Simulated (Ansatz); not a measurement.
A surface is cut from this relaxed crystal of W:

Space group Im-3m (No. 229). a = 3.136 Å, b = 3.136 Å, c = 3.136 Å, α = 90.00°, β = 90.00°, γ = 90.00°
```
atom site symmetry x y z
   W    2a m-3m  0.0000  0.0000  0.0000
```

Miller indices refer to the conventional cell of Im-3m (No. 229), a = 3.136 Å, b = 3.136 Å, c = 3.136 Å, α = 90.00°, β = 90.00°, γ = 90.00°.

Consider the (110) slab of 5 planes, 8.9 Å thick with 15 Å of vacuum as cut; outer planes W (top) and W (bottom), all atoms relaxed.

Level of theory: Ansatz, DFT LDA, scalar-relativistic, plane waves, PAW. Plane waves to 420 eV, a k mesh through Γ of 13×13×1 on the computed 5-atom cell and Gaussian smearing (0.10 eV); no spin polarisation. A dipole correction removes the field between periodic images along c.

Problem. Estimate the surface energy (mean of both faces).

Solution. 3.70 J/m².

Problem. Predict the work function.

Solution. 5.04 eV.

Problem. The top two planes lie 2.217 Å apart in the bulk. How does relaxation change this?

Solution. The spacing becomes 2.138 Å (-3.6 %).

Spin-orbit coupling is left out, which matters for the bands of heavy elements.